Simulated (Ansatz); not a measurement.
AlRu (CsCl type), relaxed with PBE (Ansatz, a program for electronic structure, plane waves, PAW): a = 3.004 Å, b = 3.004 Å, c = 3.004 Å, α = 90.00°, β = 90.00°, γ = 90.00°.

ΔH_f (eV/atom): -0.64
B₀ by P(V) fit (GPa): 203

Question: The same phase is relaxed and computed with r²SCAN in the same code. What are the cell and these values now?

Answer: a = 2.9825 Å, b = 2.9825 Å, c = 2.9825 Å, α = 90.00°, β = 90.00°, γ = 90.00°.

- ΔH_f (eV/atom): -0.71
- B₀ by P(V) fit (GPa): 220

All cells were relaxed under the symmetry of their starts (and spin orders); stability against distortions was not tested throughout. Rows with no word on spin ran without spin polarisation. Scalar-relativistic: spin–orbit coupling is off unless named, which matters more the heavier the elements.

Potentials: the later of the program's two PAW sets.

Ansatz is a plane-wave DFT program.

Formation energies count from the lowest solids of the elements computed at the same level, not from gases.
